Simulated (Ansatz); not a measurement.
P (diamond): energy against volume

All numbers below come from DFT, LDA (PW92), plane waves (420 eV) with PAW, scalar-relativistic in Ansatz 0.2.0. The PAW files were generated under PBE, with cores re-solved for the functional.

The cell is scaled uniformly from the relaxed one, with fractional coordinates and shape fixed. Energies are extrapolated to zero smearing, pressures are those at the given smearing. Magnetic state: spin not included.

A Birch-Murnaghan fit gives V₀ = 19.18 Å³/atom, B₀ = 53 GPa, B₀′ = 3.1.

Task: What are the energy above the minimum and the pressure at 17.519 Å³/atom?

Result: 26.9 meV/atom and 5.40 GPa as computed.

Task: What are the energy above the minimum and the pressure at 19.804 Å³/atom?

Result: 3.1 meV/atom and -1.63 GPa as computed.

Task: What are the energy above the minimum and the pressure at 20.566 Å³/atom?

Result: 14.9 meV/atom and -3.32 GPa as computed.
